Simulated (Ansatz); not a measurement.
Si₂GeN₄ on the sites of β-Si3N4, 14 atoms and 84 valence electrons in a cell of about 154 Å³, was run 8 times in the PAW code Ansatz, each time on 1 × NVIDIA H100 80GB HBM3 with 2 threads of AMD EPYC 7R13 Processor (Zen 3), with other jobs on the host.

```tsv
run	k mesh	irreducible k	cutoff (eV)	plane waves	bands	SCF iterations	wall time	peak host memory (GiB)
relaxation, PBE	4×8×4	50	420	3031	56	63	?	?
relaxation, r2SCAN	4×8×4	50	500	3945	56	35	?	?
bands, PBE	4×8×4	50	420	2995	49	8	5.3 s	1.2
single point, r2SCAN	4×8×4	50	500	3945	49	8	8.6 s	1.5
single point, HSE06	2×6×2	16	420	2995	49	16	60 s	2.4
single point, PBE+SOC	4×8×4	50	420	2995	98	11	?	?
field response, r2SCAN	4×8×4	68	500	3945	56	16	2.6 min	4.6
single point, PBE0	2×6×2	16	420	2995	49	16	?	?
```

Q: Estimate the missing times and memories.

A:

| run | wall time | peak host memory (GiB) |
| --- | --- | --- |
| relaxation, r2SCAN | 13 s | 1.2 |
| relaxation, PBE | 23 s | 1.2 |
| single point, PBE0 | 110 s | 2.4 |
| single point, PBE+SOC | 18 s | 1.3 |

Only the levels marked +SOC include spin-orbit coupling.
